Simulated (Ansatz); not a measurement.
CdAg, DFT, PBEsol, all-electron LAPW, scalar-relativistic (Ansatz 0.2.0), run on 1 thread of Arm Neoverse V1 on a shared host.

The cell is COD entry 9008796, as deposited and not checked against the literature; nothing was relaxed. The listed cell was then made from it by scaling, straining or moving an atom.

Command: `ansatz run input.yaml --threads 1 --pin off --max-ram 3072MiB --backend cpu --events-out ev --progress --plain --runs-dir out`

```yaml
crystal:
  lattice:
    - [3.33, -0.0333, -0.0333]
    - [-0.0333, 3.33, -0.0333]
    - [-0.0333, -0.0333, 3.33]
  atoms:
    - { symbol: Cd, position: [0.5, 0.5, 0.5] }
    - { symbol: Ag, position: [0.0, 0.0, 0.0] }
kpoints:
  mp_grid: { grid: [12, 12, 12] }
  band_path:
    path:
      - [0.0, 0.0, 0.0]
      - [0.5, 0.0, 0.0]
      - [0.5, -0.5, 0.5]
      - [0.4804921086, -0.5195078914, 0.4804921086]
      - [0.4804921086, 0.4804921086, 0.4804921086]
      - [0.0, 0.0, 0.0]
      - [0.5, -0.5, 0.0]
    npoints: 5
scf:
  occupations: { method: fermi_dirac, width: 0.05 }
hamiltonian:
  xc: pbesol
  pseudopotentials: { kind: all_electron, lapw: { basis_error: 0.00025 } }
output:
  forces: true
  stress: true
  eigenvalues: true
```

Problem. How large is the problem that the program sets up?

Solution. 189 irreducible k-points, 425 plane waves at Γ, 30 bands.

Problem. About how long does it take, and how much memory does it use?

Solution. 78 s of wall time for 10 SCF iterations, with a peak of 0.87 GiB. Times on shared machines scatter by tens of per cent.
